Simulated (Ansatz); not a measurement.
# Ti₃Al (P-6m2), stationary points along a deformation path

All numbers below come from DFT r2SCAN, scalar-relativistic, plane waves, PAW (Ansatz 0.2.0). Settings: plane waves to 500 eV, k-mesh 24×24×6 (Γ-centred), Gaussian smearing 0.15 eV. No spin polarisation. Energies are free energies at this smearing, counted from the undisturbed cell; pressure is positive in compression.

The undisturbed cell (relaxed at this level; it needn't be the usual structure):

```
CELL_PARAMETERS angstrom
2.92143 0.00000 0.00000
-1.46071 2.53003 0.00000
0.00000 0.00000 9.20101
ATOMIC_POSITIONS crystal
Ti 0.66667 0.33333 0.00000
Ti 0.33333 0.66667 0.75039
Ti 0.33333 0.66667 0.24961
Al 0.66667 0.33333 0.50000
```

At fixed volume and fractional coordinates, lengths along (0.000, 0.000, 1.000) are scaled against those across it; ρ is that ratio over its starting value. V = 17.002 Å³/atom. Δσ is the stress along the axis less the mean stress across it (compression positive).

```csv
ρ,ΔE (meV/atom),Δσ (GPa),space group
0.850,148.7,22.38,P-6m2
0.920,42.8,14.31,P-6m2
0.960,10.3,7.15,P-6m2
1.000,0.0,-0.01,P-6m2
1.100,50.7,-14.66,P-6m2
1.200,169.8,-22.53,P-6m2
```

Question: How does the stress give the slope of the energy, and where is the energy stationary?

Answer: Along the path d ln(length) is 2/3 d ln ρ on the axis and −1/3 d ln ρ across it, so dE/d ln ρ = −(2/3) V Δσ: the energy falls with ρ where Δσ is positive. Δσ vanishes or changes sign at ρ = 1.000 (P-6m2), a minimum at 0.0 meV/atom. Pairs of stationary points between two samples would go unseen, and could change a minimum read from distant neighbours into a maximum.

Question: Integrate that slope from ρ = 1 to 0.850 by the trapezoid rule.

Answer: With V/N in Å³ and 1 eV/Å³ = 160.2 GPa the slopes at ρ = 1.000, 0.960, 0.920, 0.850 are 1, -506, -1012, -1583 meV/atom per unit of ln ρ. The steps add 10.3 + 32.3 + 102.7 = 145.3 meV/atom, against 148.7 from the energies; the trapezoid rule misses the curvature of the slope within each step.

Forces appear on the atoms along this scan, and letting them relax would lower the energy and soften the response. In a metal these slopes depend on the k mesh and the smearing.

Cost: 6 runs of about 15 core-minutes in all, on Intel Xeon Processor @ 2.50GHz (Skylake/Cascade Lake) (shared hosts).